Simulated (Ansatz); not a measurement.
A geometry of PtS2 away from equilibrium: the start of the relaxation of a generated trial cell of PtS2 in the 2H-MoS2 structure type. All values below come from r2SCAN (plane waves to 500 eV, PAW, scalar-relativistic; Ansatz, an electronic-structure program). Γ-centred k-mesh 12×12×3 on the run's cell, Fermi–Dirac smearing 0.05 eV.

```xyz
6
Lattice="3.1352 0.0000 0.0000 -1.5676 2.7151 0.0000 0.0000 0.0000 12.1946" Properties=species:S:1:pos:R:3:forces:R:3 pbc="T T T" free_energy=-28694.333 pressure_GPa=22.9
Pt     0.0000     1.8101     3.0486    0.0000    0.0000    0.0000
Pt     1.5676     0.9050     9.1459    0.0000    0.0000    0.0000
S      0.0000     1.8101     7.6521    0.0000    0.0000   -1.5894
S      1.5676     0.9050     1.5548    0.0000    0.0000   -1.5894
S      1.5676     0.9050     4.5425    0.0000    0.0000    1.5894
S      0.0000     1.8101    10.6398    0.0000    0.0000    1.5894
```

Positions in Å, forces in eV/Å, free energy of the cell in eV (comparable only within this code, potentials and settings). Largest force: 1.59 eV/Å, on S3, S4, S5, S6 (atoms numbered as listed); the geometry lies 0.24 eV/atom above the end of its relaxation.

No spin polarisation in the result. Without a van der Waals term the distances between weakly bound units are poorly fixed.

The run could not lose the symmetry of its start: the end is stationary, and may be a saddle point rather than a minimum.

The end of the path is a generated cell of PtS2: the first start was made by placing the elements on the sites of a structure type, and the end was not matched to a known phase here, so it may be hypothetical. Known forms of PtS2 include space group No. 164.
